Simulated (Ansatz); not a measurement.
CaGaGeH in space group P3m1 (No. 156; Ca on 1b, Ga on 1a, Ge on 1c, H on 1a), LDA in the plane-wave PAW code Ansatz, all energies at zero smearing, with the estimated change up to a 700 eV cutoff added, with one set of potentials and settings (totals compare only within such a set). Cell of 4 atoms (1 Ca, 1 Ga, 1 Ge, 1 H): -9713.004 eV.

| element | reference phase | E (eV/atom) |
|---|---|---|
| Ca | Fm-3m, 1 atoms in the cell | -1772.6031 |
| Ga | Cmce, 4 atoms in the cell | -3706.9815 |
| Ge | Fd-3m, 2 atoms in the cell | -4215.7216 |
| H | Cmce, 4 atoms in the cell | -15.5386 |

Formation energy per atom, worked out: (-9713.004 − 1×(-1772.6031) − 1×(-3706.9815) − 1×(-4215.7216) − 1×(-15.5386))/4 = -0.540 eV/atom (-52 kJ per mol of atoms), at 0 K, without zero-point energy or fitted corrections.

The first step of the workflow began from a Materials Project structure, measured or hypothetical; the Crystallography Open Database files this formula in space group No. 156, but the cells were not matched. Its standing as an ambient phase is unchecked. The LDA relaxation kept the symmetry of its start; of distortions, only those at the zone centre were tested. The references are the lowest solids computed at this level, not always the standard phases (solids in place of the gases).

Potentials: the later of the program's two PAW sets.
